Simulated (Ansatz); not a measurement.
ZrO2 (rutile, P4_2/mnm), the program Ansatz at the r²SCAN level (PAW). The conduction-band minimum lies at Γ, with 1 equivalent valley. Second derivatives d²E/dk² of the lowest band at one valley (eV·Å²), along Cartesian directions:

| direction | d²E/dk² |
|---|---|
| [100] | 6.702 |
| [010] | 6.702 |
| [001] | 14.89 |
| [110] | 6.677 |
| [101] | 10.80 |
| [011] | 10.80 |

Task: Find the principal effective masses, the density-of-states mass and the conductivity mass.

Result: Off-diagonal terms follow from H_xy = H[110] − (H_xx + H_yy)/2, and m*/mₑ = 7.620 eV·Å² over each eigenvalue: 0.51, 1.1, 1.1. One valley's DOS mass (m₁m₂m₃)^(1/3) = 0.87, conductivity mass 3/(Σ 1/mᵢ) = 0.81 mₑ.

Task: What effective density of states Nc follows at 300 K for parabolic valleys?

Result: Nc = 2.509e19 × 1 × (0.87)^(3/2) ≈ 2.0e19 cm⁻³.

A made-up cell: these elements were put on the sites of a structure type; the Crystallography Open Database copy checked does not list it. It is not the phase usual at ambient conditions (space group No. 14). Symmetry was held in the r²SCAN relaxation; its stability against distortions is not shown here. The run is not spin-polarised. Scalar-relativistic: spin–orbit coupling is off unless named, which matters more the heavier the elements.

Potentials: the later of the program's two PAW sets.

Edges and masses are those of Kohn–Sham bands, whose gap is no quasiparticle gap.
